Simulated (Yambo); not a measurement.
A G0W0@PBEsol run in Yambo for GaAlN$_{2}$ (space group P3m1, No. 156) (6×6×4 Γ-centred k mesh, 104 bands and a 10 Ry block in the screening, 104 bands in G with the Bruneval-Gonze terminator, plasmon pole fitted at 27.2 eV) gives these matrix elements, in eV, at the band edges (Γ → Γ):

```tsv
state	E0	<Vxc>	<Σx>	<Σc(E0)>	Z
valence edge	0.000	-17.774	-21.105	2.762	0.795
conduction edge	2.844	-13.655	-9.449	-3.617	0.819
```

Question: Solve the linearised quasiparticle equation for both states, give the gap, and say how exchange and correlation each act on it.

Answer: E = E0 + Z(Σx + Σc − Vxc). Valence: 0.000 + 0.795 × (-21.105 + (2.762) − (-17.774)) = -0.45 eV. Conduction: 2.844 + 0.819 × (-9.449 + (-3.617) − (-13.655)) = 3.33 eV. The gap is 3.78 eV, against 2.84 eV in PBEsol. Replacing Vxc by bare exchange alone would open it by 7.54 eV; correlation takes back 6.38 eV of that, and Z scales what is left. Convergence of the G0W0 settings was not tested. Spin-orbit splittings are left out.

The standard potential for Ga keeps a d shell in the valence without the s and p states of that shell. In tests on such compounds this moved G0W0 gaps by up to about 0.9 eV, so absolute quasiparticle energies here are unreliable; differences between settings are what counts.

Geometry relaxed with PBEsol; primitive cell a = 3.1467 Å, b = 3.1467 Å, c = 5.0982 Å, α = 90.00°, β = 90.00°, γ = 120.00°.

The structure is a Materials Project entry; no match was found in the copy of COD used, and its stability was not checked.
